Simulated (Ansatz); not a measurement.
K (simple cubic, Pm-3m) at seven volumes, r²SCAN (plane waves, PAW; program Ansatz), scaled uniformly. One row is withheld.

| V (Å³/atom) | P (GPa) |
|---|---|
| 72.322 | 0.31 |
| 74.706 | 0.19 |
| 77.091 | ? |
| 79.475 | 0.00 |
| 81.859 | -0.08 |
| 84.243 | -0.14 |
| 86.628 | -0.20 |

Question: Fit the shown pressures and predict the withheld one.

Answer: P = (3/2)B₀(x^(7/2) − x^(5/2))[1 + (3/4)(B′ − 4)(x − 1)] with x = (V₀/V)^(2/3). Least squares on the six rows gives V₀ = 79.442 Å³/atom, B₀ = 2.7 GPa, B′ = 4.01. At V = 77.091, x = 1.0202 and P = 0.09 GPa. The run itself gave 0.09 GPa.

The cell is a constructed one: a structure type filled with these elements; the Crystallography Open Database copy checked does not list it. It is not the phase usual at ambient conditions (space group No. 229). The r²SCAN relaxation kept the symmetry of its start. At this level the phase is mechanically unstable.

Potentials: the later of the program's two PAW sets.
